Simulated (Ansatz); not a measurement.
Kick test of a cell of Ti₃C

The structure comes from a proposed guess, relaxed at this level; another structure or a mixture of phases may lie lower.

Level of theory: DFT PBE, scalar-relativistic, plane waves, PAW (Ansatz). Plane waves to 420 eV, a k mesh through Γ of 14×14×14 on the computed 4-atom cell and Gaussian smearing (0.10 eV); no spin polarisation.

The cell below (4 atoms, space group Immm (No. 71)) is relaxed within its symmetry.

```
Ti C
1.0
    -1.54065    2.09503    4.54474
     1.54065   -2.09503    4.54474
     1.54065    2.09503   -4.54474
Ti C
3 1
Direct
  0.50000 0.00000 0.50000
  0.84265 0.34265 0.50000
  0.15735 0.65735 0.50000
  0.00000 0.00000 0.00000
```

For the test a repeat of it with 8 atoms (edges 4.19, 5.24, 6.16 Å) was strained at random (σ = 1.5 % a component), the atoms were moved at random (σ = 0.05 Å), and all was relaxed again on a coarse 6×6×4 mesh (in the run’s order of axes) with 0.20 eV smearing, with no symmetry imposed.

Question: Is the structure stable against such a distortion?

Answer: It returns, within 1 meV/atom of the unmoved cell on that mesh and with the same symmetry when read at 0.1 Å (C2/m at 0.01 Å, so small strains and shifts remain). No instability shows in this cell; modes of other wave vectors, which need another repeat, aren't tested.
